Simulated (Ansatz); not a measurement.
Cell and atoms are relaxed with the symmetry kept. Start:

```
CELL_PARAMETERS angstrom
-3.28700 3.28700 2.03430
3.28700 -3.28700 2.03430
3.28700 3.28700 -2.03430
ATOMIC_POSITIONS crystal
Sc 0.00000 0.00000 0.00000
Ag 0.60000 0.20000 0.80000
Ag 0.80000 0.60000 0.40000
Ag 0.40000 0.80000 0.20000
Ag 0.20000 0.40000 0.60000
```

These are results of DFT r2SCAN, scalar-relativistic, plane waves, PAW in Ansatz, not measurements.

Cutoff 500 eV; k points 10×10×10 on the computed 5-atom cell (Γ-centred); Gaussian smearing, width 0.10 eV; no spin polarisation.

Task: What does it relax to?

Result: The volume increases by 0.16 Å³/atom to 17.74 Å³/atom, and the energy falls by 0.6 meV/atom. Final structure:
```
Sc Ag
1.0
    -3.30083    3.30083    2.03543
     3.30083   -3.30083    2.03543
     3.30083    3.30083   -2.03543
Sc Ag
1 4
Direct
  0.00000 0.00000 0.00000
  0.59951 0.19948 0.79899
  0.80052 0.59951 0.40003
  0.40049 0.80052 0.20101
  0.19948 0.40049 0.59997
```

Course of the relaxation (steps run on the plane waves of an earlier cell, and the basis is chosen afresh near the end, so energy and pressure can step there; trial steps that raised the energy were taken back; energies are free energies):

```
step E − E_final (meV/atom) largest force component (eV/Å) P (GPa) V (Å³/atom)
   1                     0.6                           0.033     0.94        17.58
   2                     1.1                           0.028    -1.21        17.96
   3                     0.1                           0.001    -0.04        17.75
   4                     0.1                           0.001    -0.01        17.74
   5                     0.0                           0.001    -0.01        17.74
```